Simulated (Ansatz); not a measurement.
W (bcc (W type), Im-3m) at seven volumes, r²SCAN+D4 (plane waves, PAW; program Ansatz), scaled uniformly. One row is withheld.

| V (Å³/atom) | P (GPa) |
|---|---|
| 14.389 | ? |
| 14.864 | 23.02 |
| 15.338 | 10.58 |
| 15.813 | 0.00 |
| 16.287 | -8.96 |
| 16.761 | -16.58 |
| 17.236 | -23.13 |

### Question
Fit the shown pressures and predict the withheld one.

### Answer
P = (3/2)B₀(x^(7/2) − x^(5/2))[1 + (3/4)(B′ − 4)(x − 1)] with x = (V₀/V)^(2/3). Least squares on the six rows gives V₀ = 15.814 Å³/atom, B₀ = 324 GPa, B′ = 4.40. At V = 14.389, x = 1.0650 and P = 37.68 GPa. The run itself gave 37.49 GPa.

Symmetry was held in the r²SCAN+D4 relaxation. The run is not spin-polarised. The pairwise dispersion correction was not fitted to metals. Scalar-relativistic: spin–orbit coupling is off unless named, which matters more the heavier the elements.

Potentials: the later of the program's two PAW sets.
